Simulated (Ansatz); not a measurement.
Mg3CdO4:
Space group Pm-3m (No. 221); a = b = c = 4.391 Å, α = β = γ = 90.00°

```
atom  site  symmetry       x       y       z
----  ----  --------  ------  ------  ------
Mg      3c    4/mm.m  0.0000  0.5000  0.5000
Cd      1a      m-3m  0.0000  0.0000  0.0000
O       3d    4/mm.m  0.0000  0.0000  0.5000
O       1b      m-3m  0.5000  0.5000  0.5000
```

Relaxed with PBEsol. PBEsol (plane waves, PAW; program Ansatz) gives a gap of 1.09 eV.

Q: What gap does HSE06 give on the same cell (Ansatz, PAW)?

A: 2.72 eV, 1.64 eV more. The hybrid was solved on a coarser mesh and at special points; its gap is the smallest among all of these.

| k | v1 PBEsol | c1 PBEsol | v1 HSE06 | c1 HSE06 |
|---|---|---|---|---|
| Γ | -1.98 | 1.09 | -2.07 | 2.72 |
| R | 0.00 | 4.87 | … | … |
| M | 0.00 | 6.14 | … | … |
| X | -2.33 | 4.63 | … | … |

Q: Top valence (v1) and lowest conduction level (c1) in eV from each method's valence maximum (which need not be a listed point): supply the withheld HSE06 values.

A: 
- R, v1 HSE06: 0.00
- R, c1 HSE06: 6.62
- M, v1 HSE06: 0.00
- M, c1 HSE06: 8.05
- X, v1 HSE06: -2.48
- X, c1 HSE06: 6.40

Cost on shared cores: the PBEsol run (SCF on a 6×6×6 mesh, then bands and DOS) roughly 70 core-seconds, the HSE06 run (SCF on 4×4×4, then a few points) very roughly 3 core-minutes; the tasks are unlike.

The workflow started from a Materials Project entry (that database holds measured and hypothetical structures alike); the Crystallography Open Database copy checked does not list it. With Mg and Cd taken as one species the cell has the higher symmetry Fm-3m, so it may be an ordered model of a mixed-site phase. Its standing as an ambient phase is unchecked. The PBEsol relaxation kept the symmetry of its start; of distortions, only those at the zone centre were tested. Spin–orbit coupling is left out wherever it is not named.

Potentials: the later of the program's two PAW sets.
